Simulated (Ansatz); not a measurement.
# Structures of Ta₃Ag: which is lowest?

Plane-wave DFT in Ansatz with scalar-relativistic PAW potentials, cutoff 420 eV, Γ-centred meshes chosen by cell and gap, Gaussian smearing with energies taken to zero width. Every cell was relaxed (cell and atoms) in a run of its own, within the symmetry of its start. Functional: PBE.

Relaxed structures (starts from databases or built by putting these elements on another compound's sites):
A. P4/mmm, 4 atoms in the computed cell, a = 4.419 Å, c = 3.669 Å; sites (symmetry × multiplicity) Ta 4/mmm × 1 + mmm. × 2, Ag 4/mmm × 1; start: built
B. P6_3/mmc, 8 atoms in the computed cell, a = 5.865 Å, c = 4.864 Å; sites (symmetry × multiplicity) Ta mm2 × 6, Ag -6m2 × 2; start: built
C. Pm-3m, 4 atoms in the computed cell, a = 4.160 Å; sites (symmetry × multiplicity) Ta 4/mm.m × 3, Ag m-3m × 1; start: built

Problem. Rank them by energy. Could pressure change the order?

Solution.
```csv
structure,group,E − E(lowest) (meV/atom),V (Å³/atom),gap on mesh (eV)
A,P4/mmm,0.0,17.92,0.00
C,Pm-3m,24.4,17.99,0.00
B,P6_3/mmc,54,18.11,0.00
```

A is lowest, 24 meV/atom under C. The lowest is also the densest of these, so pressure wouldn't bring one of the others in at first order. Other structures may lie lower than all of these, and vibrations aren't counted.

Spin-orbit coupling is left out, which matters for the bands of heavy elements.